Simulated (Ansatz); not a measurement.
F (atom) over the lowest of the grid places tried on the rigid (111) face of Yb, space group Fm-3m (No. 225) (last atom):

```
CELL_PARAMETERS angstrom
3.69363 0.00000 0.00000
-1.84681 3.19878 0.00000
0.00000 0.00000 25.03167
ATOMIC_POSITIONS crystal
Yb 0.66667 0.33333 0.33957
Yb 0.33333 0.66667 0.45628
Yb 0.00000 0.00000 0.57304
F 0.00000 0.50000 0.62065
```

Computed with DFT PBE, scalar-relativistic, plane waves, PAW (Ansatz). Plane waves to 420 eV, a k mesh through Γ of 9×9×1 on the computed 4-atom cell and Gaussian smearing (0.10 eV); no spin polarisation. The cell repeats along c with a dipole correction in the vacuum.

```tsv
height over the highest slab atom (Å)	E − E_min (eV)	F_z (eV/Å)
0.64	0.960	3.26
0.89	0.294	1.96
1.19	0.000	-0.01
1.49	0.278	-1.76
1.89	1.307	-3.18
2.39	2.976	-3.13
3.19	4.789	-1.52
4.19	?	?
```

Question: Fill in the missing row.

Answer: At 4.19 Å: 5.782 eV and -0.60 eV/Å.

The slab stays rigid and the adatom is held in the plane, where a sideways force can remain, so the lowest energy shown is no adsorption minimum.

The grid of places doesn't hold the threefold sites of this hexagonal cell, which may bind more strongly.

Without spin polarisation the far tail lies too high for an open-shell atom.

Spin-orbit coupling is left out, which matters for the bands of heavy elements. Spin polarisation was left out, and a magnetic state may lie lower. Without a Hubbard U the f levels lie too near the Fermi level, so gaps, band edges and the localisation of f electrons are unreliable.
